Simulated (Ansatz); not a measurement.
The start is a generated trial cell of AlN in the 6H structure type. The structure is fully relaxed (lattice and positions, P = 0) with r2SCAN (plane waves to 500 eV, PAW, scalar-relativistic; Ansatz, a first-principles code). The first steps use a coarse 7×7×2 k-mesh.

The start:
```yaml
crystal:
  lattice:
    - [3.14852, 0.00000, 0.00000]
    - [-1.57426, 2.72670, 0.00000]
    - [0.00000, 0.00000, 15.44964]
  atoms:
    - { symbol: Al, position: [0.00000, 0.00000, 0.00000] }
    - { symbol: Al, position: [0.00000, 0.00000, 0.50000] }
    - { symbol: Al, position: [0.66667, 0.33333, 0.83325] }
    - { symbol: Al, position: [0.33333, 0.66667, 0.33325] }
    - { symbol: Al, position: [0.66667, 0.33333, 0.16650] }
    - { symbol: Al, position: [0.33333, 0.66667, 0.66650] }
    - { symbol: N, position: [0.00000, 0.00000, 0.87460] }
    - { symbol: N, position: [0.00000, 0.00000, 0.37460] }
    - { symbol: N, position: [0.66667, 0.33333, 0.70785] }
    - { symbol: N, position: [0.33333, 0.66667, 0.20785] }
    - { symbol: N, position: [0.66667, 0.33333, 0.04150] }
    - { symbol: N, position: [0.33333, 0.66667, 0.54150] }
```

**Question.** By how much does the energy per atom fall from start to end?

**Answer.** 23 meV/atom.

**Question.** How does the volume change?

**Answer.** -5.7 %, from 11.05 to 10.42 Å³/atom.

**Question.** How do the shortest distances between atoms change?

**Answer.** The closest pairs of elements (up to four, under 3.6 Å), start → end: Al–N 1.93 → 1.89 Å; Al–Al 3.15 → 3.07 Å; N–N 3.15 → 3.08 Å.

**Question.** What does it relax into? Give the structure.

**Answer.** 
```cif
data_Al6N6
_chemical_formula_sum 'Al6 N6'
_space_group_name_H-M_alt 'P63mc'
_space_group_IT_number 186
_space_group_name_Hall 'P 6c -2c'
_cell_length_a 3.09451
_cell_length_b 3.09451
_cell_length_c 15.08177
_cell_angle_alpha 90.000
_cell_angle_beta 90.000
_cell_angle_gamma 120.000
loop_
_atom_site_label
_atom_site_type_symbol
_atom_site_symmetry_multiplicity
_atom_site_Wyckoff_symbol
_atom_site_fract_x
_atom_site_fract_y
_atom_site_fract_z
_atom_site_occupancy
Al1 Al 2 a 0.00000 0.00000 0.49964 1
Al2 Al 2 b 0.33333 0.66667 0.33390 1
Al3 Al 2 b 0.33333 0.66667 0.66673 1
N1 N 2 a 0.00000 0.00000 0.37449 1
N2 N 2 b 0.33333 0.66667 0.20803 1
N3 N 2 b 0.66667 0.33333 0.04091 1
```

The space group stays P6₃mc (No. 186) (the run could not lower it); the end is AFLOW prototype AB_hP12_186_a2b_a2b (B6, as in SiC), with 12 atoms in the primitive cell. Final values are on a 10×10×2 k-mesh of the relaxed cell. No spin polarisation in the result.

The run could not lose the symmetry of its start.

The first start was generated by placing the elements on the sites of a structure type. A measured structure of AlN has the same space group, P6₃mc (No. 186); the sites were not compared with it.
